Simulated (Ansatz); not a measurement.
## Ru: the functional and the phonons

Ru in the hcp lattice, in a typed cell, not relaxed.

```xyz
2
Lattice="1.3600 -2.3556 0.0000 1.3600 2.3556 0.0000 0.0000 0.0000 4.2900" Properties=species:S:1:pos:R:3 pbc="T T T"
Ru    1.3600    0.7852    1.0725
Ru    1.3600   -0.7852    3.2175
```

Settings of the Ansatz calculation: PBE; all-electron PAW datasets (no frozen core) at 360 eV; k mesh 6×6×4; Fermi–Dirac smearing of 0.1 eV; no spin. Harmonic phonons by finite displacements in cells commensurate with each q, frequencies in cm⁻¹, imaginary ones marked i; at Γ the three translations are left out and no LO–TO term is added.

Caveats: coarse k mesh; soft modes or ε∞ of this crystal moved by over a tenth between k meshes, so they aren't converged.

At 13.74 Å³ an atom it gives top Γ mode (cm⁻¹) 222; lowest Γ mode (cm⁻¹) 189; lowest mode at q = [0.5, 0, 0] (cm⁻¹) 123; top mode at q = [0.5, 0, 0] (cm⁻¹) 206.

Task: Repeat with r2SCAN in the same cell, on the same kind of potentials and mesh. What changes?

Result: 
```
             functional  cutoff (eV)  volume (Å³/atom)  top Γ mode (cm⁻¹)  lowest Γ mode (cm⁻¹)  lowest mode at q = [0.5, 0, 0] (cm⁻¹)  top mode at q = [0.5, 0, 0] (cm⁻¹)
r2SCAN in the same cell          340             13.74                211                   188                                    119                                 205
```
